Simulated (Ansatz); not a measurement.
A structure of PbI2 relaxed with PBEsol (plane waves to 420 eV, PAW, scalar-relativistic; Ansatz, a first-principles code); single points at other levels follow on the same geometry (Ansatz, PAW; PBEsol+SOC at 420 eV on a 8×8×5 k-mesh; spin-orbit coupling only where +SOC is written). Space group P-3m1 (No. 164).

```
PbI2
1.0
    3.93410    -2.27195     0.00000
    3.93410     2.27195     0.00000
   -0.00626     0.00000     7.06856
Pb I
1 2
Direct
  0.50000   0.50000   0.00000
  0.16680   0.16680   0.26325
  0.83320   0.83320   0.73675
```

```tsv
level	gap (eV)	kind	conduction minimum
PBEsol	2.16	direct	–
PBEsol+SOC	…	…	–
```

### Question
Fill in the missing entries.

### Answer

- PBEsol+SOC, gap (eV): 1.40
- PBEsol+SOC, kind: direct

The shift from spin-orbit coupling is approximate. No spin polarisation in the result.

Measured for PbI2: a 4.558 Å (as listed in B Palosz, Journal of Physics Condensed Matter (1990)); c 6.986 Å (as listed in B Palosz, Journal of Physics Condensed Matter (1990)). Computed minus measured — a: PBEsol -0.3 %; c: PBEsol +1.2 %. The computed values are for a static lattice.

It was reached from a disturbed copy of a P-3m1 (No. 164) cell (CdI2 type), against which it lies under 1 meV/atom.
